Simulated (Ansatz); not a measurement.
Given:

ScOF:
```xyz
12
Lattice="5.1681 0.0000 0.0000 0.0000 5.1461 0.0000 -0.8930 0.0000 5.1596" Properties=species:S:1:pos:R:3 pbc="T T T"
Sc     3.3186     2.4316     1.4843
Sc     0.9565     2.7145     3.6753
Sc     1.4030     5.0047     1.0955
Sc     2.8721     0.1415     4.0641
O      2.8012     3.8401     0.0636
O      1.4739     1.3060     5.0960
O      1.9204     1.2671     2.5162
O      2.3547     3.8791     2.6434
F      4.2816     1.6845     3.4024
F     -0.0066     3.4617     1.7573
F     -0.4531     4.2576     4.3371
F      4.7281     0.8886     0.8225
```

This is the r²SCAN-relaxed structure. Tensor components refer to the Cartesian frame of this cell.

Problem. All from the program Ansatz at the r²SCAN level (PAW), unless another level is named. Predict the bulk modulus (Birch–Murnaghan fit).

Solution. 145 GPa.

Problem. What about the highest zone-centre frequency (without LO–TO term)?

Solution. 83.9 meV.

Problem. What about the elastic constants (relaxed ions, GPa)?

Solution. C11 = 241, C22 = 309, C33 = 289, C12 = 105, C13 = 92.0, C23 = 92.1, C44 = 67.3, C55 = 52.6, C66 = 71.0, C15 = 36.9, C25 = -6.2, C35 = -16.7, C46 = -7.0.

Space group P2_1/c. The first step of the workflow began from a Materials Project structure, measured or hypothetical; the Crystallography Open Database copy checked does not list it. Its standing as an ambient phase is unchecked. The cell was relaxed with r²SCAN under the symmetry of its start; of distortions, only those at the zone centre were tested. The run is not spin-polarised.

Potentials: the later of the program's two PAW sets.
